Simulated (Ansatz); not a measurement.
Relaxed-ion elastic tensor of Al2Cu in space group I4/mcm (No. 140; Cu on 4a, Al on 8h) in GPa (Voigt order), DFT-PBE in the program Ansatz with PAW potentials; density 4.36 g/cm³, 14.91 Å³ per atom.

```
 169  73.8  60.5   0.0   0.0   0.0
73.8   169  60.5   0.0   0.0   0.0
60.5  60.5   171   0.0   0.0   0.0
 0.0   0.0   0.0  31.4   0.0   0.0
 0.0   0.0   0.0   0.0  31.4   0.0
 0.0   0.0   0.0   0.0   0.0  47.3
```

Is the crystal mechanically stable?

Yes: the smallest eigenvalue of C is 31.4 GPa.

Work out the Voigt, Reuss and Hill averages.

K_V = 99.7, K_R = 99.7, K_H = 99.7; G_V = 42.9, G_R = 40.5, G_H = 41.7 GPa.

Give Young's modulus, Poisson's ratio, Pugh's ratio and the universal anisotropy index.

E = 9KG/(3K + G) = 110 GPa; ν = 0.32; K/G = 2.39 (ductile by the Pugh limit of 1.75); A_U = 5G_V/G_R + K_V/K_R − 6 = 0.30.

Estimate the sound speeds and the Debye temperature.

v_l = √((K + 4G/3)/ρ) = 5970 m/s, v_t = √(G/ρ) = 3090 m/s, mean 3460 m/s; Θ = (h/k)(3n/4πV)^(1/3) v_m = 419 K.

Solve the Christoffel equation for the three sound speeds along x, y, z.

Eigenvalues of C_ijkl n_j n_l equal ρv². In km/s, slowest first: x 2.68, 3.29, 6.22; y 2.68, 3.29, 6.22; z 2.68, 2.68, 6.26.

How much does each axis shrink under pressure?

Linear compressibilities β_i = Σ_j S_ij (j = 1 to 3): x 3.2, y 3.2, z 3.6 per TPa.

The cell was relaxed with PBE under the symmetry of its start; of distortions, only those at the zone centre were tested. The run is not spin-polarised. As this level gives no gap, shear constants depend on the k-mesh and smearing (Fermi–Dirac, 0.1 eV here).

Potentials: the later of the program's two PAW sets.
